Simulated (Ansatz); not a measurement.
BeTe (zinc blende, space group No. 216), r²SCAN in the plane-wave PAW code Ansatz: ε∞ = 6.88, cell volume 45.26 Å³. Infrared-active transverse modes:

```tsv
ω_TO (cm⁻¹)	oscillator strength S_xx (e²/amu)
455.1	0.2473
```

### Question
Compute the static dielectric constant.

### Answer
Each mode adds (4.921e7/V) S/ω²: 1.30. So ε0 = 8.17.

### Question
What LO frequency does the Lyddane–Sachs–Teller relation give?

### Answer
ω_LO = ω_TO √(ε0/ε∞) = 496 cm⁻¹.

Space group F-43m (zinc blende). The cell was relaxed with r²SCAN under the symmetry of its start. Scalar-relativistic: spin–orbit coupling is off unless named, which matters more the heavier the elements.

Potentials: the earlier of the program's two PAW sets. The files were generated under PBE; for other functionals the program regenerates the frozen cores, and for LDA and PBEsol the local potential too.
